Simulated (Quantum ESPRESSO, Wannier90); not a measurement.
CdS (wurtzite), plane waves to Wannier functions

```
begin unit_cell_cart
ang
    4.1688398509    0.0000000000    0.0000000000
   -2.0844199255    3.6103212152    0.0000000000
    0.0000000000    0.0000000000    6.7796200000
end unit_cell_cart
begin atoms_frac
Cd  -0.3333333333  0.3333333333 -0.4997800000
Cd   0.3333333333 -0.3333333333  0.0002200000
S   -0.3333333333  0.3333333333 -0.1232200000
S    0.3333333333 -0.3333333333  0.3767800000
end atoms_frac
```

Cell from Materials Project (mp-672), symmetrised, no further relaxation. COD (Crystallography Open Database) has the formula in 2 space groups, this one among them (matched by group alone). Computed values, not measurements, from PBEsol: Quantum ESPRESSO (norm-conserving PseudoDojo potentials, cutoff 82 Ry, no spin polarisation, no spin-orbit coupling) on a Γ-centred 6×6×4 mesh, then Wannier90. Density: 12×12×6 mesh, Gaussian smearing 0.01 Ry.

Bands 9-10,21-26 form an isolated set from -12.21 to 0.00 eV relative to the valence-band maximum (on the path) and are turned into 8 Wannier functions by minimising the spread from the start: s and p on S. Bands 11–20 (Cd 4d 95 %) lie between the kept ones and are excluded.

Question: Where do the functions sit, how wide are they and what are they made of?

Answer: 
```json
[
 {"functions": "8", "spread (Å²)": "2.10", "nearest atom, distance (Å)": "S 0.62", "second atom, distance (Å)": "Cd 1.93", "weight on atomic waves": "S 3p 60 %, S 3s 22 %, Cd 5s 9 %"}
]
```

Ω_I = 16.18 Å², Ω_total = 16.84 Å²; the interpolated bands follow pw.x to 8.0 meV rms on the path. It is the lowest total spread that any start reached here.
